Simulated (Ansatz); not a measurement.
A geometry of O₂ away from equilibrium: step 22 of the relaxation of a generated cell, O2 placed in the AFLOW prototype A_hR2_166_c. Method: PBEsol (plane waves to 420 eV, PAW, scalar-relativistic; Ansatz, a first-principles code). Γ-centred k-mesh 8×8×8 on the run's cell (coarser than for final values), Fermi–Dirac smearing 0.05 eV. The plane waves were selected for a different cell earlier on the path.

```yaml
crystal:
  lattice:
    - [1.83247, 1.05798, 4.13964]
    - [-1.83247, 1.05798, 4.13964]
    - [0.00000, -2.11596, 4.13964]
  atoms:
    - { symbol: O, position: [0.04900, 0.04900, 0.04900] }
    - { symbol: O, position: [0.95100, 0.95100, 0.95100] }
```
Spin-polarised start, with parallel moments on O.

Q: Give the Cartesian forces on all atoms (eV/Å).

A: 
```json
[
 {"atom": "O1", "Fx": "0.00", "Fy": "0.00", "Fz": "-0.41"},
 {"atom": "O2", "Fx": "0.00", "Fy": "0.00", "Fz": "0.41"}
]
```

The path ends in R-3m (No. 166) (AFLOW prototype A_hR2_166_c (as in O2)). Spin state reached: ferromagnetic (net 1.00 μB/atom), from parallel starting moments; other spin orders were not run from this start. One molecule in the cell forces parallel spins. Without a van der Waals term the distances between weakly bound units are poorly fixed.

The run could not lose the symmetry of its start: the end is stationary, and may be a saddle point rather than a minimum.

The end of the path is a generated cell of O2: the first start was made by placing the elements on the sites of a structure type, and the end was not matched to a known phase here, so it may be hypothetical. A known form of O2 has the same space group; whether the sites agree was not checked.
